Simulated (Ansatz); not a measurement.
GePt:
Space group Pnma (No. 62); a = 5.775 Å, b = 3.720 Å, c = 6.110 Å, α = β = γ = 90.00°

| atom | site | symmetry | x | y | z |
|---|---|---|---|---|---|
| Pt | 4c | .m. | 0.0028 | 0.7500 | 0.1932 |
| Ge | 4c | .m. | 0.1866 | 0.2500 | 0.4125 |

Relaxed at zero pressure with DFT-r²SCAN in the program Ansatz with PAW potentials.

### Question
The volume is lowered by 3 % and shape and atoms relax at that volume. What pressure results, and how do the axes share the change?

### Answer
5.3 GPa; a -0.9 %, b -1.1 %, c -1.1 %; the energy rises by 8 meV/atom.

### Question
Give the new structure.

### Answer

Space group Pnma (No. 62); a = 5.724 Å, b = 3.680 Å, c = 6.046 Å, α = β = γ = 90.00°

| atom | site | symmetry | x | y | z |
|---|---|---|---|---|---|
| Pt | 4c | .m. | 0.0005 | 0.2500 | 0.8081 |
| Ge | 4c | .m. | 0.1846 | 0.2500 | 0.4128 |

The phase is kept; no other phase was compared at this pressure.

Symmetry was held in the r²SCAN relaxation. The run is not spin-polarised. Spin–orbit coupling is left out wherever it is not named.

Potentials: the later of the program's two PAW sets.
